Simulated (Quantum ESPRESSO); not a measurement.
## Mg3AlF7O (finding a planted mistake in a log)

Simulated, not a measurement. The program is pw.x of Quantum ESPRESSO 7.5 (plane-wave density functional theory). The cell is made up: 12 atoms on a rutile lattice, with randomly drawn elements, strain and displacements, not relaxed. PseudoDojo standard norm-conserving files (v0.5 for PBE, v0.4.1 for LDA and PBEsol) set the functional; there is no spin polarisation, spin-orbit coupling or dispersion term, and the masses in the input are unused placeholders.

Intended input:

```
&control calculation='scf', pseudo_dir='./dojo.nc.sr.pbe.v0_5.standard.upf', outdir='./o', disk_io='medium', tprnfor=.true., tstress=.true. /
&system ibrav=0, nat=12, ntyp=4, nbnd=50, ecutwfc=84.00895049, nosym=.true., tot_charge=0,
 occupations='smearing', smearing='fd', degauss=0.0018374661
/
&electrons conv_thr=7.350e-09, electron_maxstep=60, /
ATOMIC_SPECIES
Al 1.0 Al.upf
F 1.0 F.upf
Mg 1.0 Mg.upf
O 1.0 O.upf
CELL_PARAMETERS angstrom
4.6859 -0.0278 -0.0195
-0.0278 4.811 0.0168
-0.0256 0.0221 6.3687
ATOMIC_POSITIONS angstrom
Mg 0.0445 0.0042 0.0079
Al 2.3232 2.3984 1.5926
Mg -0.0161 -0.011 3.1854
Mg 2.3294 2.4007 4.7748
F 1.4115 1.4702 -0.0509
F 3.2514 3.3409 0.0028
F 3.7678 0.9501 1.5945
F 0.8749 3.8496 1.6042
O 1.4148 1.508 3.1691
F 3.1889 3.3662 3.1749
F 3.7347 0.9216 4.7437
F 0.8869 3.8703 4.8085
K_POINTS automatic
5 5 4 1 1 1
```

The log is shortened where brackets say so; the opening notice, blank lines, dates and the lines on written files are dropped, and the path of the files is cut. It prints rydbergs, bohrs and kilobars, and counts compression as positive stress. Where no state is partly filled, the Fermi energy that it prints is only some level between the filled and the empty states on the mesh, and need not lie in the true gap.

Log of the intended run:

```
     Program PWSCF v.7.5
     Parallel version (MPI & OpenMP), running on       1 processor cores
     Number of MPI processes:                 1
     Threads/MPI process:                     1
     [start-up lines left out]
     bravais-lattice index     =            0
     lattice parameter (alat)  =       8.8553  a.u.
     unit-cell volume          =     968.8319 (a.u.)^3
     number of atoms/cell      =           12
     number of atomic types    =            4
     number of electrons       =        88.00
     number of Kohn-Sham states=           50
     kinetic-energy cutoff     =      84.0090  Ry
     charge density cutoff     =     336.0358  Ry
     scf convergence threshold =      7.3E-09
     mixing beta               =       0.7000
     number of iterations used =            8  plain     mixing
     Exchange-correlation= PBE
                           (   1   4   3   4   0   0   0)
     [axes and pseudopotential details left out]
   Cartesian axes
     site n.     atom                  positions (alat units)
         1        Mg     tau(   1) = (   0.0094963   0.0008963   0.0016859  )
         2        Al     tau(   2) = (   0.4957722   0.5118199   0.3398618  )
         3        Mg     tau(   3) = (  -0.0034357  -0.0023474   0.6797662  )
         4        Mg     tau(   4) = (   0.4970953   0.5123108   1.0189451  )
         5        F      tau(   5) = (   0.3012149   0.3137415  -0.0108621  )
         6        F      tau(   6) = (   0.6938506   0.7129500   0.0005975  )
         7        F      tau(   7) = (   0.8040507   0.2027519   0.3402672  )
         8        F      tau(   8) = (   0.1867042   0.8215068   0.3423372  )
         9        O      tau(   9) = (   0.3019191   0.3218081   0.6762878  )
        10        F      tau(  10) = (   0.6805131   0.7183490   0.6775255  )
        11        F      tau(  11) = (   0.7969871   0.1966700   1.0123083  )
        12        F      tau(  12) = (   0.1892650   0.8259242   1.0261367  )
     number of k points=    50  Fermi-Dirac smearing, width (Ry)=  0.0018
                       cart. coord. in units 2pi/alat
        k(    1) = (   0.1009651   0.0976643   0.0920406), wk =   0.0400000
        k(    2) = (   0.1017268   0.0970263   0.2759933), wk =   0.0400000
     [further k points left out]
     Dense  grid:   100801 G-vectors     FFT dimensions: (  54,  54,  72)
     Estimated max dynamical RAM per process >     148.14 MB
     Initial potential from superposition of free atoms
     starting charge      87.9951, renormalised to      88.0000
     Starting wfcs are   51 randomized atomic wfcs
     total cpu time spent up to now is       22.1 secs
     per-process dynamical memory:    90.6 Mb
     Self-consistent Calculation
     iteration #  1     ecut=    84.01 Ry     beta= 0.70
     Davidson diagonalization with overlap
     ethr =  1.00E-02,  avg # of iterations =  4.0
     total cpu time spent up to now is       72.6 secs
     total energy              =    -739.90875993 Ry
     estimated scf accuracy    <       1.85757113 Ry
     iteration #  2     ecut=    84.01 Ry     beta= 0.70
     Davidson diagonalization with overlap
     ethr =  2.11E-03,  avg # of iterations =  3.1
     total cpu time spent up to now is      130.9 secs
     total energy              =    -739.81216102 Ry
     estimated scf accuracy    <       3.66582943 Ry
     [iterations 3 to 10 left out]
     iteration # 11     ecut=    84.01 Ry     beta= 0.70
     Davidson diagonalization with overlap
     ethr =  6.64E-11,  avg # of iterations =  2.1
     total cpu time spent up to now is      604.3 secs
     total energy              =    -740.73847610 Ry
     estimated scf accuracy    <          8.8E-09 Ry
     iteration # 12     ecut=    84.01 Ry     beta= 0.70
     Davidson diagonalization with overlap
     ethr =  1.00E-11,  avg # of iterations =  3.0
     total cpu time spent up to now is      659.7 secs
     End of self-consistent calculation
     [lines on levels left out]
     the Fermi energy is     6.5695 ev
!    total energy              =    -740.73847610 Ry
     estimated scf accuracy    <          3.4E-10 Ry
     smearing contrib. (-TS)   =      -0.00000000 Ry
     internal energy E=F+TS    =    -740.73847610 Ry
     The total energy is F=E-TS. E is the sum of the following terms:
     one-electron contribution =    -446.35357767 Ry
     hartree contribution      =     253.91782814 Ry
     xc contribution           =    -136.12365825 Ry
     ewald contribution        =    -412.17906832 Ry
     convergence has been achieved in  12 iterations
     Forces acting on atoms (cartesian axes, Ry/au):
     atom    1 type  3   force =    -0.00181665    0.00833202   -0.02766992
     atom    2 type  1   force =    -0.05547878   -0.05795079    0.11408093
     atom    3 type  3   force =     0.03874726    0.04418661    0.02522670
     atom    4 type  3   force =    -0.02704210   -0.02389666   -0.06405003
     atom    5 type  2   force =     0.02892961    0.02647422    0.05292614
     atom    6 type  2   force =    -0.02815850   -0.02922802    0.05731253
     atom    7 type  2   force =    -0.03282341    0.03013572   -0.03767581
     atom    8 type  2   force =     0.03345378   -0.02701919   -0.03098323
     atom    9 type  4   force =     0.03445315    0.02845200   -0.09066562
     atom   10 type  2   force =     0.01043508    0.00260872   -0.05384540
     atom   11 type  2   force =     0.00744128   -0.00789141    0.03201028
     atom   12 type  2   force =    -0.00814072    0.00579678    0.02333343
     Total force =     0.245535     Total SCF correction =     0.000041
     Computing stress (Cartesian axis) and pressure
          total   stress  (Ry/bohr**3)                   (kbar)     P=      -94.94
  -0.00044961   0.00005256   0.00012114          -66.14        7.73       17.82
   0.00005256  -0.00055295   0.00005525            7.73      -81.34        8.13
   0.00012114   0.00005525  -0.00093358           17.82        8.13     -137.33
     init_run     :     20.14s CPU     21.99s WALL (       1 calls)
     electrons    :    607.19s CPU    637.64s WALL (       1 calls)
     forces       :      7.95s CPU      8.08s WALL (       1 calls)
     stress       :     26.82s CPU     27.04s WALL (       1 calls)
     [timing details left out]
     PWSCF        :  11m 2.44s CPU  11m37.52s WALL
     JOB DONE.
```

A second run was made from an input with one planted mistake. Its log:

```
     Program PWSCF v.7.5
     Parallel version (MPI & OpenMP), running on       1 processor cores
     Number of MPI processes:                 1
     Threads/MPI process:                     1
     [start-up lines left out]
     bravais-lattice index     =            0
     lattice parameter (alat)  =       8.8553  a.u.
     unit-cell volume          =     968.8319 (a.u.)^3
     number of atoms/cell      =           12
     number of atomic types    =            4
     number of electrons       =        88.00
     number of Kohn-Sham states=           50
     kinetic-energy cutoff     =      42.8497  Ry
     charge density cutoff     =     171.3988  Ry
     scf convergence threshold =      7.3E-09
     mixing beta               =       0.7000
     number of iterations used =            8  plain     mixing
     Exchange-correlation= PBE
                           (   1   4   3   4   0   0   0)
     [axes and pseudopotential details left out]
   Cartesian axes
     site n.     atom                  positions (alat units)
         1        Mg     tau(   1) = (   0.0094963   0.0008963   0.0016859  )
         2        Al     tau(   2) = (   0.4957722   0.5118199   0.3398618  )
         3        Mg     tau(   3) = (  -0.0034357  -0.0023474   0.6797662  )
         4        Mg     tau(   4) = (   0.4970953   0.5123108   1.0189451  )
         5        F      tau(   5) = (   0.3012149   0.3137415  -0.0108621  )
         6        F      tau(   6) = (   0.6938506   0.7129500   0.0005975  )
         7        F      tau(   7) = (   0.8040507   0.2027519   0.3402672  )
         8        F      tau(   8) = (   0.1867042   0.8215068   0.3423372  )
         9        O      tau(   9) = (   0.3019191   0.3218081   0.6762878  )
        10        F      tau(  10) = (   0.6805131   0.7183490   0.6775255  )
        11        F      tau(  11) = (   0.7969871   0.1966700   1.0123083  )
        12        F      tau(  12) = (   0.1892650   0.8259242   1.0261367  )
     number of k points=    50  Fermi-Dirac smearing, width (Ry)=  0.0018
                       cart. coord. in units 2pi/alat
        k(    1) = (   0.1009651   0.0976643   0.0920406), wk =   0.0400000
        k(    2) = (   0.1017268   0.0970263   0.2759933), wk =   0.0400000
     [further k points left out]
     Dense  grid:    36717 G-vectors     FFT dimensions: (  40,  40,  54)
     Estimated max dynamical RAM per process >      57.07 MB
     Check: negative core charge=   -0.000223
     Initial potential from superposition of free atoms
     starting charge      87.9951, renormalised to      88.0000
     Starting wfcs are   51 randomized atomic wfcs
     total cpu time spent up to now is        7.8 secs
     per-process dynamical memory:    39.5 Mb
     Self-consistent Calculation
     iteration #  1     ecut=    42.85 Ry     beta= 0.70
     Davidson diagonalization with overlap
     ethr =  1.00E-02,  avg # of iterations =  4.0
     total cpu time spent up to now is       23.9 secs
     total energy              =    -736.04495172 Ry
     estimated scf accuracy    <       1.54663217 Ry
     iteration #  2     ecut=    42.85 Ry     beta= 0.70
     Davidson diagonalization with overlap
     ethr =  1.76E-03,  avg # of iterations =  3.0
     total cpu time spent up to now is       44.0 secs
     total energy              =    -735.77647171 Ry
     estimated scf accuracy    <       2.86648424 Ry
     [iterations 3 to 9 left out]
     iteration # 10     ecut=    42.85 Ry     beta= 0.70
     Davidson diagonalization with overlap
     ethr =  2.88E-10,  avg # of iterations =  4.0
     total cpu time spent up to now is      182.9 secs
     total energy              =    -736.57960405 Ry
     estimated scf accuracy    <       0.00000005 Ry
     iteration # 11     ecut=    42.85 Ry     beta= 0.70
     Davidson diagonalization with overlap
     ethr =  5.49E-11,  avg # of iterations =  2.0
     total cpu time spent up to now is      196.5 secs
     End of self-consistent calculation
     [lines on levels left out]
     the Fermi energy is     6.4161 ev
!    total energy              =    -736.57960405 Ry
     estimated scf accuracy    <          3.9E-09 Ry
     smearing contrib. (-TS)   =      -0.00000000 Ry
     internal energy E=F+TS    =    -736.57960405 Ry
     The total energy is F=E-TS. E is the sum of the following terms:
     one-electron contribution =    -436.63485789 Ry
     hartree contribution      =     247.05843938 Ry
     xc contribution           =    -134.82411721 Ry
     ewald contribution        =    -412.17906833 Ry
     convergence has been achieved in  11 iterations
     Forces acting on atoms (cartesian axes, Ry/au):
     atom    1 type  3   force =     0.00418889    0.00834264   -0.02677684
     atom    2 type  1   force =    -0.05487156   -0.05713945    0.11247752
     atom    3 type  3   force =     0.03444961    0.04058820    0.02397548
     atom    4 type  3   force =    -0.02741306   -0.02720742   -0.06264299
     atom    5 type  2   force =     0.02456518    0.02141959    0.05309835
     atom    6 type  2   force =    -0.02521212   -0.02603765    0.05896636
     atom    7 type  2   force =    -0.04158550    0.03768880   -0.03575446
     atom    8 type  2   force =     0.03886197   -0.03246561   -0.03354565
     atom    9 type  4   force =     0.03615215    0.02995095   -0.08875960
     atom   10 type  2   force =     0.01464677    0.00620579   -0.05565546
     atom   11 type  2   force =     0.00022213   -0.00254637    0.02977764
     atom   12 type  2   force =    -0.00400445    0.00120053    0.02483966
     Total force =     0.245574     Total SCF correction =     0.000179
     Computing stress (Cartesian axis) and pressure
          total   stress  (Ry/bohr**3)                   (kbar)     P=    -2575.80
  -0.01735503   0.00002084   0.00011086        -2553.01        3.07       16.31
   0.00002084  -0.01747071   0.00004329            3.07    -2570.03        6.37
   0.00011086   0.00004329  -0.01770415           16.31        6.37    -2604.37
     init_run     :      6.40s CPU      7.68s WALL (       1 calls)
     electrons    :    169.28s CPU    188.67s WALL (       1 calls)
     forces       :      2.47s CPU      2.50s WALL (       1 calls)
     stress       :      9.27s CPU      9.30s WALL (       1 calls)
     [timing details left out]
     PWSCF        :   3m 7.62s CPU   3m28.49s WALL
     JOB DONE.
```

Question: what was wrong in the second input?

Answer: the plane-wave cutoff is too low. The input lines that differ, file-writing options aside:

```
- &system ibrav=0, nat=12, ntyp=4, nbnd=50, ecutwfc=84.00895049, nosym=.true., tot_charge=0,
+ &system ibrav=0, nat=12, ntyp=4, nbnd=50, ecutwfc=42.84970966, nosym=.true., tot_charge=0,
```

|  | intended run | run with the mistake |
| --- | --- | --- |
| free energy (eV) | -10078.260 | -10021.676 |
| smearing term -TS (eV) | 0.0000 | 0.0000 |
| pressure (GPa) | -9.49 | -257.58 |
| largest force component (eV/Å) | 2.933 | 2.892 |
| largest change of a force component (eV/Å) |  | 0.225 |
| iterations | 12 | 11 |

For scale, a rerun of the intended cell at 1437 eV and a 7 x 7 x 6 mesh moved values by no more than 0.004 eV in energy, 0.03 GPa in stress and 0.005 eV/Å in force.